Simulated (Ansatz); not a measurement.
A distorted cell of TiS2 (CdI2 type):

```
TiS2
1.0
    3.42087     0.00000     0.00000
   -1.71043     2.96256     0.00000
    0.00000     0.00000     5.09638
Ti S
1 2
Direct
  0.00000   0.00000   0.00000
  0.33333   0.66667   0.26873
  0.66667   0.33333   0.73127
```

The numbers are results of PBEsol-D3(BJ) (plane waves to 420 eV, PAW, scalar-relativistic; Ansatz, an electronic-structure program), not measurements. k mesh 16×16×9 (Γ-centred), Fermi-Dirac smearing 0.05 eV. The energy includes the smearing's −TS. Stress and pressure are positive under compression. As the atoms are clamped, bonds stretch with the cell, which overstates energies and stresses. With partly filled bands, the response to shear is sensitive to the k mesh, so small differences along c/a are uncertain. TiS2 is run without spin polarisation. TiS2 was relaxed with its symmetry unable to fall.

Give the stress tensor in GPa and the pressure.


```
   -5.5      0.0      0.0
    0.0     -5.5      0.0
    0.0      0.0      3.5
```
The pressure, a third of the trace, is -2.5 GPa.

It is the relaxed cell deformed to V/V₀ = 1.027, (c/a)/(c/a)₀ = 0.920, c along z, fractional positions held. What is its energy relative to the relaxed cell?

31 meV/atom.

(A scan under strain: stresses follow from slopes of the energy per volume, elastic moduli from its curvatures.)
